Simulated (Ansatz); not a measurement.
A geometry of SnO away from equilibrium: step 2 of the relaxation of a randomly generated symmetric cell of SnO (space group No. 152). These are PBE (plane waves to 420 eV, PAW, scalar-relativistic; Ansatz, a first-principles code) values and carry that method's errors. Γ-centred k-mesh 5×5×5 on the run's cell (coarser than for final values), Fermi–Dirac smearing 0.05 eV. The plane waves were selected for a different cell earlier on the path.

```
CELL_PARAMETERS angstrom
      5.40950     0.00000     0.00000
     -2.70475     4.68477     0.00000
      0.00000     0.00000     4.76342
ATOMIC_POSITIONS crystal
  O  0.38615 0.00000 0.33333
  O  0.00000 0.38615 0.66667
  O  0.61385 0.61385 0.00000
  Sn 0.73595 0.00000 0.83333
  Sn 0.00000 0.73595 0.16667
  Sn 0.26405 0.26405 0.50000
```

Question: Give the Cartesian forces on all atoms (eV/Å).

Answer: 
```csv
atom,Fx,Fy,Fz
O1,1.60,0.00,0.00
O2,-0.80,1.39,0.00
O3,-0.80,-1.39,0.00
Sn4,-2.85,0.00,0.00
Sn5,1.42,-2.46,0.00
Sn6,1.42,2.46,0.00
```

The path ends in P3₁21 (No. 152). No spin polarisation in the result. No dispersion correction is included, so spacings between layers, chains or molecules are soft and tend to come out too large.

The run could not lose the symmetry of its start, so the end can be a saddle point.

The end of the path is a generated cell of SnO: the first start was made by a random draw of sites in a space group, and the end was not matched to a known phase here, so it may be hypothetical. Known forms of SnO include space group No. 129.
